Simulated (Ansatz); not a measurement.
WS2 with phosphorus replacing S: gradients before and after relaxing the atoms

Start: a supercell of WS2 (space group P6_3/mmc) built from an entry of the Crystallography Open Database (COD) (the entry's cell lengths or inner coordinates differ somewhat from later room-temperature determinations), with all atoms left at the host's positions.

```
CELL_PARAMETERS angstrom
6.36000 0.00000 0.00000
-4.77000 8.26188 0.00000
0.00000 0.00000 12.50000
ATOMIC_POSITIONS crystal
W 0.16667 0.22222 0.25000
W 0.16667 0.55556 0.25000
W 0.16667 0.88889 0.25000
W 0.66667 0.22222 0.25000
W 0.66667 0.55556 0.25000
W 0.66667 0.88889 0.25000
W 0.33333 0.11111 0.75000
W 0.33333 0.44444 0.75000
W 0.33333 0.77778 0.75000
W 0.83333 0.11111 0.75000
W 0.83333 0.44444 0.75000
W 0.83333 0.77778 0.75000
P 0.16667 0.22222 0.62500
S 0.16667 0.55556 0.62500
S 0.16667 0.88889 0.62500
S 0.66667 0.22222 0.62500
S 0.66667 0.55556 0.62500
S 0.66667 0.88889 0.62500
S 0.33333 0.11111 0.12500
S 0.33333 0.44444 0.12500
S 0.33333 0.77778 0.12500
S 0.83333 0.11111 0.12500
S 0.83333 0.44444 0.12500
S 0.83333 0.77778 0.12500
S 0.16667 0.22222 0.87500
S 0.16667 0.55556 0.87500
S 0.16667 0.88889 0.87500
S 0.66667 0.22222 0.87500
S 0.66667 0.55556 0.87500
S 0.66667 0.88889 0.87500
S 0.33333 0.11111 0.37500
S 0.33333 0.44444 0.37500
S 0.33333 0.77778 0.37500
S 0.83333 0.11111 0.37500
S 0.83333 0.44444 0.37500
S 0.83333 0.77778 0.37500
```

Sites (sets of like atoms) are named by element and the number of their first atom in this list.

Computed with Ansatz: DFT, PBE, plane waves and PAW, scalar-relativistic, 420 eV cutoff, Γ-centred 4×3×2 k-points, Fermi–Dirac smearing 0.01 eV, cell charge -1.

The largest force at the start is 1.1 eV/Å. Relaxing the ions at fixed cell moves them by 0.078 Å at most (atom 13, P) and 0.016 Å rms.

```tsv
site	atom	moved (Å)	first shell before	first shell after	V_zz before (10²¹ V/m²)	η before
W7	7	0.010	5 S at 2.41 Å, 1 P at 2.41 Å	5 S at 2.41–2.42 Å, 1 P at 2.45 Å	-21.8	0.07
W10	10	0.011	5 S at 2.41 Å, 1 P at 2.41 Å	5 S at 2.41–2.42 Å, 1 P at 2.45 Å	-21.8	0.07
W8	8	0.011	1 P at 2.41 Å, 5 S at 2.41 Å	5 S at 2.41–2.42 Å, 1 P at 2.45 Å	-21.5	0.01
W9	9	0.003	6 S at 2.41 Å	6 S at 2.41–2.42 Å	-16.79	0.21
W12	12	0.005	6 S at 2.41 Å	6 S at 2.41–2.42 Å	-16.63	0.16
P	13	0.078	3 W at 2.41 Å	3 W at 2.45 Å	-5.78	0.01
S14	14	0.012	3 W at 2.41 Å	3 W at 2.41–2.42 Å	-4.58	0.11
S16	16	0.008	3 W at 2.41 Å	3 W at 2.42 Å	-4.59	0.09
S25	25	0.005	3 W at 2.41 Å	3 W at 2.41 Å	-4.71	0.01
S30	30	0.007	3 W at 2.41 Å	3 W at 2.41–2.42 Å	-4.20	0.25
```

(1) How do the gradients change?

## Answers

(1) 

| site | atom | V_zz after | η after | change of V_zz |
| --- | --- | --- | --- | --- |
| W7 | 7 | -20.0 | 0.07 | +1.77 |
| W10 | 10 | -20.1 | 0.06 | +1.75 |
| W8 | 8 | -19.59 | 0.01 | +1.88 |
| W9 | 9 | -16.61 | 0.16 | +0.18 |
| W12 | 12 | -16.47 | 0.14 | +0.16 |
| P | 13 | -5.31 | 0.01 | +0.47 |
| S14 | 14 | -4.44 | 0.16 | +0.14 |
| S16 | 16 | -4.55 | 0.21 | +0.04 |
| S25 | 25 | -4.34 | 0.01 | +0.37 |
| S30 | 30 | -4.21 | 0.26 | -0.01 |

The largest change of V_zz is on W8, from -21.5 to -19.59. In per cent, |V_zz| changes by -9 to -1 on W, -8 on P, -8 to 0 on S (all sites that start above 0.5). The table leaves out 23 of the 33 sites, with |V_zz| up to 18.45; their tensors move by 0.55 at most along any direction. The statements above cover all sites.

The defect repeats with the cell of 36 atoms, so it feels its images: sites between two images don't show the values beside a lone defect, and zeros or small values of η there can come from the images' arrangement. S and W carry a gradient in the pure host already, so the values there aren't the defect's effect alone. A uniform background compensates the cell's charge. Without spin–orbit coupling the gradients at and beside W can be off by some per cent, at some sites by more.
Before: The neighbours have not yet relaxed around the defect (largest force 1.1 eV/Å), so a real crystal will differ.
